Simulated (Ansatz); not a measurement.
All numbers below come from DFT PBE, scalar-relativistic, plane waves, PAW in Ansatz 0.2.0. Cutoff 420 eV, Γ-centred meshes of about 0.25 Å⁻¹ or finer for metals and 0.3 Å⁻¹ for insulators (2π included), Gaussian smearing. No spin polarisation.

Relaxed structures of BF, with energies over the first row. Coordination counts F atoms around B (those within 1.25 times the shortest such distance or 1.15 times the sum of covalent radii; a plus sign parts nearer from farther groups; a slash parts the counts of unlike sites).

```tsv
#	form	sites	V (Å³/atom)	coordination	ΔE (meV/atom)
1	Cmcm	B 4c; F 4c	13.1	B 1	0
2	Cmcm	B 4c; F 4c	11.1	B 2	144
```

A further structure, relaxed alike:

```
CELL_PARAMETERS angstrom
3.13574 0.00000 0.00000
0.00000 3.54988 4.51027
0.00000 -3.54988 4.51027
ATOMIC_POSITIONS crystal
B 0.50000 0.76880 0.36365
B 0.50000 0.36365 0.76880
B 0.00000 0.89837 0.32960
B 0.00000 0.32960 0.89837
F 0.00000 0.48363 0.06015
F 0.00000 0.06015 0.48363
F 0.50000 0.51079 0.51079
F 0.00000 0.05714 0.05714
```

Question: Where does it fall in the ranking, and at what energy?

Answer: It is the highest, 252 meV/atom above row 1, with space group Amm2 (No. 38) and 12.6 Å³/atom. Counting F atoms around B, this cell has B 1/1+1 and row 1 has B 1. This cell and row 1 both hold B–B chains. Around B on its first site lie 1 F at 1.52 Å and 2 B at 1.73 Å; B on its second site is surrounded by 1 F at 1.42 Å, 1 F at 1.61 Å and 2 B at 1.73 Å; F on a site of symmetry m is surrounded by 1 B at 1.42 Å; F on a site of symmetry mm2 is surrounded by 2 B at 1.52 Å; 1 more site not described.

Weakly bound directions are ill-defined at this level, which has no dispersion term (Cmcm at 13.1 Å³/atom, Cmcm at 11.1 Å³/atom, Amm2), and this can change margins and order among such cells. Trial moments fell under 0.15 μB along the way in Cmcm; another start might hold them. With atoms moved at random, row 1 (by 64 meV/atom) fell into a lower structure. Row 2 and the further cell had no clear such test and can be saddle points.
